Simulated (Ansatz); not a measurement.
Sn (beta-Sn type, space group I4_1/amd)

```
Sn
1.0
   -2.97355     2.97355     1.60610
    2.97355    -2.97355     1.60610
    2.97355     2.97355    -1.60610
Sn
2
Direct
  0.75000   0.25000   0.50000
  0.00000   0.00000   0.00000
```

Scan: atom 1 (Sn, nearest neighbour Sn at 3.080 Å; its periodic images, 3.2 Å or more away, move with it) is displaced along Cartesian z, direction (0.000, 0.000, 1.000) in Cartesian axes, by s. The other atoms stay.

Calculation: PBE (plane waves to 420 eV, PAW, scalar-relativistic; Ansatz, an electronic-structure program). k mesh 13×13×13 (Γ-centred), Fermi-Dirac smearing 0.05 eV. Energies are smeared free energies. With partly filled bands, energies and forces of such displacements shift with the k mesh and the smearing. Sn was relaxed with its symmetry unable to fall. The PAW data are Ansatz's earlier set. ΔE is measured from the undisplaced structure. The last digit holds for this mesh only.

```
s (Å)   ΔE (meV/cell)
------  -------------
-0.620       withheld
-0.496          33.03
-0.372          21.95
-0.248          10.62
-0.124           2.78
0.000            0.00
0.124            2.78
0.248           10.62
0.372           21.95
0.496           33.03
0.620        withheld
```

### Question
Fit an even polynomial form (powers 2, 4, 6) to the given rows and predict ΔE at s = -0.620.

### Answer
Least squares on the 9 given rows: ΔE = (182.2)·s² + (-139.0)·s⁴ + (-226.9)·s⁶, in meV/cell with s in Å; root-mean-square residual 0.007 meV/cell. At -0.620 the fit gives 36.61 meV/cell; the calculation gives 41.19 meV/cell, so the extrapolation is off by -4.58 (-11.1 %). The quadratic term alone would give 70.04 meV/cell.

(A displaced cell: forces are minus the slopes of the energy, force constants its curvatures, and phonons follow from these.)
